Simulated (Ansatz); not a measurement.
The start is a generated cell, KI built in the rocksalt structure type. A full variable-cell relaxation at zero pressure is run with r2SCAN (plane waves to 500 eV, PAW, scalar-relativistic; Ansatz, a program for electronic structure). First-step values are on the input's coarse k-mesh.

Ansatz input (later rounds restart from its end on a renewed k-mesh):
Ansatz 0.2 input:
```yaml
crystal:
  lattice:
    - [0, 3.486328, 3.486328]
    - [3.486328, 0, 3.486328]
    - [3.486328, 3.486328, 0]
  atoms:
    - { symbol: I, position: [0, 0, 0] }
    - { symbol: K, position: [0.5, 0.5, 0.5] }
basis: { ecutwfc: 500, ecutrho_ratio: 4, xc_grid: 4, fft_grid_basis: typed }
kpoints: { mp_grid: { grid: [6, 6, 6] } }
hamiltonian:
  xc: r2scan
  dispersion: none
  pseudopotentials: { kind: paw }
scf: { occupations: { method: fermi_dirac, width: 0.05 } }
relax: { f_tol: 0.01, max_steps: 100, cell: { stress_tol: 0.02 } }
output: { forces: true, stress: true }
```

### Question
By how much does the energy per atom fall from start to end?

### Answer
5 meV/atom.

### Question
How does the volume change?

### Answer
+5.2 %, from 42.37 to 44.58 Å³/atom.

### Question
How do the shortest distances between atoms change?

### Answer
The closest pairs of elements (up to four, under 3.6 Å), start → end: I–K 3.49 → 3.55 Å.

The space group stays Fm-3m (No. 225) (the run could not lower it); the end is rock salt type, with 2 atoms in the primitive cell. Final values are on a 8×8×8 k-mesh of the relaxed cell. No spin polarisation in the result.

The run could not lose the symmetry of its start; a randomly shaken copy of 2 atoms returns to this structure.

All atoms sit on sites fixed by symmetry, so only the cell could relax.
